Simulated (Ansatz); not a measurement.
NaHO:
```
NaHO
1.0
    1.70220    -5.44436     0.00000
    1.70220     5.44436     0.00000
    0.00000     0.00000     3.37060
Na H O
2 2 2
Direct
  0.34056   0.65944   0.75000
  0.65944   0.34056   0.25000
  0.03977   0.96023   0.75000
  0.96023   0.03977   0.25000
  0.87077   0.12923   0.25000
  0.12923   0.87077   0.75000
```

Relaxed with PBEsol. Independent-particle spectrum: no excitons, no local fields, no scissors shift; 0.1 eV broadening; ε₁ of the summed bands alone.

Q: Tabulate the dielectric function from PBEsol in the plane-wave PAW code Ansatz.

A: 

```csv
E (eV),ε₁ xx,ε₂ xx,ε₁ yy,ε₂ yy,ε₁ zz,ε₂ zz
0.0,2.31,0.00,2.48,0.00,2.44,0.00
0.5,2.31,0.00,2.49,0.00,2.45,0.00
1.0,2.34,0.00,2.50,0.00,2.48,0.00
1.5,2.38,0.00,2.52,0.00,2.53,0.00
2.0,2.44,0.00,2.56,0.00,2.62,0.00
2.5,2.56,0.00,2.60,0.00,2.80,0.00
3.0,2.80,0.00,2.67,0.00,3.42,0.22
3.5,3.16,0.65,2.77,0.01,3.08,1.00
4.0,2.81,1.01,2.90,0.05,2.75,1.21
4.5,2.56,1.19,3.04,0.15,2.31,1.42
5.0,2.07,1.23,3.15,0.28,2.02,1.20
5.5,1.90,1.02,3.27,0.41,1.92,1.04
6.0,1.87,0.85,3.41,0.54,1.91,0.98
6.5,2.05,0.76,3.68,0.70,1.60,0.67
7.0,2.04,0.99,3.87,1.29,2.08,0.60
7.5,1.69,1.03,3.79,1.78,2.18,0.76
8.0,1.63,0.79,4.10,2.31,2.17,0.94
8.5,1.72,0.61,3.05,3.27,2.11,0.79
9.0,1.91,0.45,2.04,3.37,2.43,0.82
9.5,2.18,0.53,1.80,2.79,3.08,1.28
10.0,2.56,0.61,0.95,3.37,2.93,3.04
10.5,3.06,1.07,0.74,2.20,0.99,2.37
11.0,2.69,2.99,0.81,1.86,1.11,2.45
11.5,1.99,1.54,0.76,2.85,0.67,1.20
12.0,0.79,2.41,0.17,1.93,0.54,1.15
```

Q: From ε at 3.5 eV (xx: 3.16 + 0.65i), find n, k, the normal reflectivity and the absorption coefficient.

A: n = 1.79, k = 0.182, R = 8 %, α = 2kE/ħc = 65000 cm⁻¹.

With all bands, ε∞ without local fields is 2.46 (xx), 2.61 (yy), 2.58 (zz). DFPT, with local fields, gives 2.38 (xx), 2.38 (yy), 2.53 (zz).

Space group Cmcm. The first step of the workflow began from a Materials Project structure, measured or hypothetical; the Crystallography Open Database copy checked does not list it. COD files the formula under space group No. 11. Its standing as an ambient phase is unchecked. Symmetry was held in the PBEsol relaxation; its stability against distortions is not shown here.

Potentials: the later of the program's two PAW sets.
